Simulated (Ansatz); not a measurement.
**From a trial cell to the properties of Lu (hcp)**

**What was measured.** A cell as deposited of hexagonal Lu (space group P6_3/mmc), temperature not stated, from the Crystallography Open Database (1969), has a, c = 3.510, 5.567 Å and 29.70 Å³/atom.

Method: HSE06, scalar-relativistic; no spin polarisation; PAW, 420 eV, 8×8×4 k-mesh, Gaussian smearing of 0.05 eV; code Ansatz. The datasets are Ansatz's generated set soft_2.

The start, 0 % under the database's volume:

```yaml
crystal:
  lattice:
    - [3.51000, 0.00000, 0.00000]
    - [-1.75500, 3.03975, 0.00000]
    - [0.00000, 0.00000, 5.56335]
  atoms:
    - { symbol: Lu, position: [0.33333, 0.66667, 0.75000] }
    - { symbol: Lu, position: [0.66667, 0.33333, 0.25000] }
```

The steps in volume:

```csv
run,level,k-mesh,kind,V (Å³/atom),P (GPa),E − E(final) (meV/atom),gap on the mesh (eV)
1,PBE,6×6×4,cell and atoms relaxed,28.96,0.2,–,metal
2,HSE06,8×8×4,fixed cell,28.96,2.2,10.0,metal
3,HSE06,8×8×4,"shape and atoms relaxed, volume fixed",29.39,1.5,4.5,metal
4,HSE06,8×8×4,"shape and atoms relaxed, volume fixed",30.50,-0.1,0.1,metal
5,HSE06,8×8×4,"shape and atoms relaxed, volume fixed",30.39,0.0,0.0,metal
```

The volume is at zero pressure for this level.

The final structure (symmetry read at 0.01 Å). Symmetry: P6_3/mmc, No. 194, hexagonal system. Conventional cell: a = 3.557 Å, b = 3.557 Å, c = 5.547 Å, α = 90.00°, β = 90.00°, γ = 120.00°. Around Lu (site symmetry -6m2) lie 12 Lu at 3.45 to 3.56 Å. (Shells end 15 % past the nearest neighbour.)

- At the final geometry the gap, band path included, is zero (metallic).
- The runs in the table took roughly 19 core-minutes.

**Against experiment.** HSE06 gives 3.557, 5.547 Å and 30.39 Å³/atom, +2.3 % in volume (+0.8 % in length) from the database's cell. The axes miss by +1.3 %, −0.4 %, so errors cancel in the volume. The static lattice lacks zero-point motion and thermal expansion, so this level's own overestimate is larger than the figure.

These numbers lack spin–orbit coupling. Pressures of hybrids are less tightly converged. For a metal under a hybrid functional this mesh is coarse.
